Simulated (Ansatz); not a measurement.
Data:

CaO:
Space group Fm-3m (No. 225); a = b = c = 4.767 Å, α = β = γ = 90.00°

| atom | site | symmetry | x | y | z |
|---|---|---|---|---|---|
| Ca | 4a | m-3m | 0.0000 | 0.0000 | 0.0000 |
| O | 4b | m-3m | 0.5000 | 0.5000 | 0.5000 |
(The calculation used a cell of 2 atoms; values per cell refer to that cell.)

This is the PBEsol-relaxed structure.

**Question.** All from plane-wave PAW PBEsol (Ansatz code), unless another level is named. Give the HSE06 gap on the PBEsol cell.

**Answer.** 5.31 eV.

**Question.** Next, the hole effective mass, band 1 of 3 at the edge?

**Answer.** 2.8 along [100], 2.8 along [110], 1.3 along [111] (mₑ).

**Question.** What about the formation energy from the elements (no fitted shifts)?

**Answer.** -3.01 eV/atom.

**Question.** Next, the hole effective mass, band 3 of 3 at the edge?

**Answer.** 0.34 along [100], 0.43 along [110], 0.47 along [111] (mₑ).

Symmetry was held in the PBEsol relaxation. The references are the lowest solids computed at this level, not always the standard phases (solids in place of the gases).

Potentials: the later of the program's two PAW sets.
